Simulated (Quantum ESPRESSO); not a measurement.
NMR parameters of SiO2 (changed cell)

```yaml
crystal:
  lattice:
    - [4.91656, 0.00000, 0.00000]
    - [-2.45828, 4.25787, 0.00000]
    - [0.00000, 0.00000, 5.43163]
  atoms:
    - { symbol: Si, position: [0.00000, 0.47694, 0.33333] }
    - { symbol: Si, position: [0.52306, 0.52306, 0.00000] }
    - { symbol: Si, position: [0.47694, 0.00000, 0.66667] }
    - { symbol: O, position: [0.14454, 0.73144, 0.54782] }
    - { symbol: O, position: [0.26856, 0.41310, 0.21449] }
    - { symbol: O, position: [0.58690, 0.85546, 0.88115] }
    - { symbol: O, position: [0.73144, 0.14454, 0.45218] }
    - { symbol: O, position: [0.41310, 0.26856, 0.78551] }
    - { symbol: O, position: [0.85546, 0.58690, 0.11885] }
```
The cell was made here from a computed Materials Project entry: Si1 and its equivalents moved by 0.04 Å along (-0.50, 0.87, 0.00), space group kept. The parent is SiO2 in P3₂21. Stability against distortions was not tested.

Computed: shieldings by PBE GIPAW on JTH datasets (Quantum ESPRESSO, modified build), 22.5 Ha, k-mesh 3×3×3 shifted, f-sum rule met within 0.004 %.

```json
[
 {"site": "Si (atoms 1, 2, 3)", "site symmetry": "2", "σ_iso (ppm)": "436", "span Ω (ppm)": "22"},
 {"site": "O (atoms 4, 5, 6, 7, 8, 9)", "site symmetry": "1", "σ_iso (ppm)": "211", "span Ω (ppm)": "74"}
]
```

Ω = σ33 − σ11 of the symmetric part; where symmetry doesn't make it nil, it is less certain than σ_iso.

These are absolute shieldings with no macroscopic susceptibility term; δ = σ_ref − σ needs a reference computed alike. By our sweeps, such settings leave a few ppm in absolute σ. No d partial waves on Si: the paramagnetic term there is incompletely reconstructed.
